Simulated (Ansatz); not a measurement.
# Optical constants of ZrS

All numbers below come from DFT LDA, scalar-relativistic, plane waves, PAW (Ansatz). Settings: 420 eV plane-wave cutoff, Γ-centred 14×14×14 mesh, Fermi-Dirac smearing of 0.15 eV. No spin polarisation.

The cell, relaxed at this level:
```yaml
crystal:
  lattice:
    - [0.00000, 2.56823, 2.56823]
    - [2.56823, 0.00000, 2.56823]
    - [2.56823, 2.56823, 0.00000]
  atoms:
    - { symbol: Zr, position: [0.00000, 0.00000, 0.00000] }
    - { symbol: S, position: [0.50000, 0.50000, 0.50000] }
```

In a metal these results depend on the k mesh and the smearing. A semilocal functional can close a gap that the real compound has.

Independent-particle response (no local fields, no excitons) on a 24×24×24 mesh, broadened by 0.1 eV; the Drude term is undamped and its weight carries the smearing above, which sets much of it in a semimetal. The run couldn't bound its error over part or most of this range, so small peaks and near ties are unsure. Light polarised along x. ε₁ lacks the small share of bands above those solved.

(1) Tabulate n, κ, the reflectivity and the absorption coefficient against photon energy.

(2) Where is the highest local maximum of ε₂ between 0.3 and 12 eV?

Results:

(1)
| E (eV) | n | κ | R | α (10⁵ cm⁻¹) |
| --- | --- | --- | --- | --- |
| 0.2 | 1.48 | 44.88 | 1.00 | 9.10 |
| 0.7 | 1.18 | 13.58 | 0.98 | 9.64 |
| 1.2 | 0.66 | 8.04 | 0.96 | 9.77 |
| 1.7 | 0.49 | 5.30 | 0.94 | 9.13 |
| 2.2 | 0.66 | 3.92 | 0.85 | 8.75 |
| 2.7 | 0.59 | 2.99 | 0.79 | 8.18 |
| 3.2 | 0.63 | 2.22 | 0.67 | 7.21 |
| 3.7 | 0.77 | 1.47 | 0.42 | 5.53 |
| 4.2 | 1.33 | 0.78 | 0.12 | 3.30 |
| 4.7 | 2.12 | 0.90 | 0.20 | 4.27 |
| 5.2 | 2.23 | 1.29 | 0.26 | 6.81 |
| 5.7 | 2.31 | 1.37 | 0.28 | 7.90 |
| 6.2 | 2.33 | 1.61 | 0.32 | 10.12 |
| 6.7 | 2.23 | 1.71 | 0.33 | 11.62 |
| 7.2 | 2.12 | 1.94 | 0.37 | 14.16 |
| 7.7 | 1.95 | 2.03 | 0.39 | 15.82 |
| 8.2 | 1.71 | 2.12 | 0.42 | 17.65 |
| 8.7 | 1.83 | 1.73 | 0.33 | 15.27 |
| 9.2 | 1.75 | 2.19 | 0.43 | 20.40 |
| 9.7 | 1.24 | 2.39 | 0.54 | 23.49 |
| 10.2 | 0.89 | 2.21 | 0.58 | 22.89 |
| 10.7 | 0.60 | 1.90 | 0.61 | 20.59 |
| 11.2 | 0.62 | 1.63 | 0.53 | 18.51 |
| 11.7 | 0.62 | 1.57 | 0.51 | 18.59 |

(2) At 7.1 eV, where ε₂ = 8.5.